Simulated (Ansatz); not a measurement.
# Calculated with Ansatz: Cs3IO, single run

Run with:

```bash
ansatz run input.yaml --threads 1 --pin off --max-ram 2560MiB --backend cpu --events-out ev --progress --plain --runs-dir out
```

Input:

```yaml
crystal:
  lattice:
    - [3.987778, 6.907033, 0.0]
    - [-3.987778, 6.907033, 0.0]
    - [0.0, 0.0, 7.097499]
  atoms:
    - { symbol: Cs, position: [0.16078, 0.16078, 0.25] }
    - { symbol: Cs, position: [0.83922, 0.32156, 0.75] }
    - { symbol: Cs, position: [0.67844, 0.16078, 0.25] }
    - { symbol: Cs, position: [0.83922, 0.83922, 0.75] }
    - { symbol: Cs, position: [0.16078, 0.67844, 0.25] }
    - { symbol: Cs, position: [0.32156, 0.83922, 0.75] }
    - { symbol: I, position: [0.66667, 0.66666, 0.25] }
    - { symbol: I, position: [0.33333, 0.33334, 0.75] }
    - { symbol: O, position: [0.0, 0.0, 0.0] }
    - { symbol: O, position: [0.0, 0.0, 0.5] }
  symmetry: { tolerance: 0.0003 }
kpoints:
  mp_grid: { grid: [3, 3, 3], shift: [0.5, 0.5, 0.5] }
magnetization:
  spin_polarized: false
scf:
  occupations: { method: gaussian, width: 0.117 }
hamiltonian:
  pseudopotentials: { kind: paw }
  xc: lda
basis:
  ecutwfc: "29.4 Ry"
output:
  forces: true
  stress: true
  eigenvalues: true
```

Origin of the cell: a known structure type with other elements, at an estimated volume, so it need not be a known compound.

Output (shortened):

```
Warning: the atoms were moved onto the symmetric positions of the space group found under crystal.symmetry.tolerance 3.0e-4 (fractional; no operation is sought that the atoms, as they stand i […]
Warning: basis.ecutwfc = 400.007378 eV is below the records' recommended 420 eV, and the density's cutoff is lower with it unless basis.ecutrho_ratio is high enough to keep the records' densi […]
Warning: crystal.symmetry: narrowed to the stabiliser of the k-point mesh — unitary ops 24 → 8; excluded 16 operations that carry a point of the 3×3×3 mesh (shift [0.5, 0.5, 0.5]) off the mes […]
Pseudopotentials: kind: paw
Pseudopotential: Cs, paw, valence charge 9, recommended cutoff 420 eV (normal), Cs.paw.azcp
Pseudopotential: I, paw, valence charge 17, recommended cutoff 420 eV (normal), I.paw.azcp
Pseudopotential: O, paw, valence charge 6, recommended cutoff 420 eV (normal), O.paw.azcp
Functional definition: SPW92
  exchange = slater_x
  correlation = pw_c
Crystal: 10 atoms, lattice volume = 390.983 Å³
Basis set: ecut = 400.007378 eV, 7121 PW (Γ)
Bands: 60, of which v1, the nominal top of the filled ones, is band 50 counted from 1 (49 counted from 0)
Symmetry: 8 space group operations
[… 10 lines left out …]
Initial density: superposition of atomic densities (neutral atoms: chi_scale 0, normalization atom), corrected by the library's trained network
Functional: x = slater, c = lda
SCF iter   1: F=—  HF=-48860.008013 eV  Δρ=7.02e-3  dr2=1.89e-1
SCF iter   2: F=—  HF=-48859.987594 eV  Δρ=5.54e-3  dr2=1.15e-1  defer=13
SCF iter   3: F=—  HF=-48859.969327 eV  Δρ=1.74e-3  dr2=8.57e-3  defer=7
SCF iter   4: F=—  HF=-48859.968146 eV  Δρ=3.24e-4  dr2=4.48e-4  defer=4
SCF iter   5: F=—  HF=-48859.968167 eV  Δρ=8.26e-5  dr2=4.67e-5  defer=4
SCF iter   6: F=—  HF=-48859.968356 eV  Δρ=2.67e-5  dr2=3.76e-6  defer=4
SCF iter   7: F=—  HF=-48859.968357 eV  Δρ=6.24e-6  dr2=2.28e-7  defer=4
SCF iter   8: F=-48859.968357 eV  HF=-48859.968357 eV  Δρ=1.31e-6  dr2=7.64e-9
SCF 1 converged in 8 iterations: F = -48859.968357 eV  dr2 = 7.64e-9
SCF converged after 8 iterations
Free energy (F): -48859.968357 eV
Harris-Foulkes:  -48859.968357 eV  (|F-HF|=5.82e-10)
Internal energy: -48859.968357 eV  (E = F + TS)
E sigma→0 (E₀):  -48859.968357 eV
Fermi energy:    6.528378 eV
--- Per-component energies (eV) ---
  E_band       = -1039.518672
  E_kinetic    = 1584.598759
  E_local      = -6851.317312  (includes V_loc(G=0)·N_el)
  E_nonlocal   = 125.105640
  E_hartree    = 3182.125698
  E_xc         = -1441.286321
  E_vxc        = -1210.031965  (∫ρ·V_xc dr)
  E_paw        = -39031.160219  (= ΣΔE_a)
  E_vpaw       = -1052.125327  (= ΣTr[D̂ρ^β])
  E_aug_tail   = 0.005404  (compensation charges beyond the density's cutoff)
  E_ewald      = -6431.419616
  E_core_change = 3.379611  (= ΣΔE_core)
  E_smearing   = -0.000000  (= −TS)
  Σ components = -48859.968357   (vs F -48859.968357, Δ=0.00e0)
--- Forces (eV/Å), atoms counted from 1 ---
  atom   1  Cs     0.000000    -0.510987     0.000000
  atom   2  Cs     0.442367    -0.255434     0.000000
  atom   3  Cs     0.442367     0.255434     0.000000
  atom   4  Cs     0.000000     0.510987     0.000000
  atom   5  Cs    -0.442367     0.255434     0.000000
  atom   6  Cs    -0.442367    -0.255434     0.000000
  atom   7  I      0.000000     0.000157     0.000000
  atom   8  I      0.000000    -0.000157     0.000000
  atom   9  O      0.000000     0.000000    -0.000000
  atom  10  O      0.000000     0.000000     0.000000
  max |Σ_I F_I| component: 1.11e-16 eV/Å
--- Stress (GPa, compression-positive) ---
       -1.987380       0.000000       0.000000
        0.000000      -1.992571       0.000000
        0.000000       0.000000      -1.678981
  P = ⅓ Tr σ = -1.8863 GPa (-18.863 kbar)
```

Caveats: no spin-orbit coupling, though heavy elements are present; the cutoff lies below the datasets' advice; the k mesh keeps only part of the crystal's symmetry.

The run took 15 s on 1 thread of Arm Neoverse V1, on a shared host, peak memory 0.58 GiB, from the program's own first density.
